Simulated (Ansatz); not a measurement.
Values for one crystal, relaxed and computed with the program Ansatz at the PBEsol level (PAW); other levels are named.

| Item | Value |
|---|---|
| Volume per atom | 20.82 Å³ |
| Electronic character | metallic (no gap) |
| Debye temperature from the elastic constants | 437 K |
| Density of states at the Fermi level | 0.19 states/eV per atom (mean over ±0.08 eV) |
| Young's modulus | 85.5 GPa |
| Pressure derivative B′ | 2.0 |
| Elastic constants (relaxed ions, GPa) | C11 = 141, C12 = 61.0, C13 = 36.4, C14 = -23.6, C33 = 67.4, C44 = 42.7 |

Q: Pick the material that matches.
(A) CaSi2, P-3m1 (Ca on 1a, Si on 2d)
(B) SiGe, CsCl type
(C) SiB2Os2, Cmmm (Si on 2a, Os on 4j, B on 4i)
(D) SiNi3, Cu3Au type

A: A, CaSi2, P-3m1 (Ca on 1a, Si on 2d)

The workflow started from an entry of the Crystallography Open Database (COD). Its standing as an ambient phase is unchecked. The PBEsol relaxation kept the symmetry of its start; whether a distortion lowers the energy is not shown. As this level gives no gap, shear constants depend on the k-mesh and smearing (Fermi–Dirac, 0.1 eV here).

Potentials: the later of the program's two PAW sets.
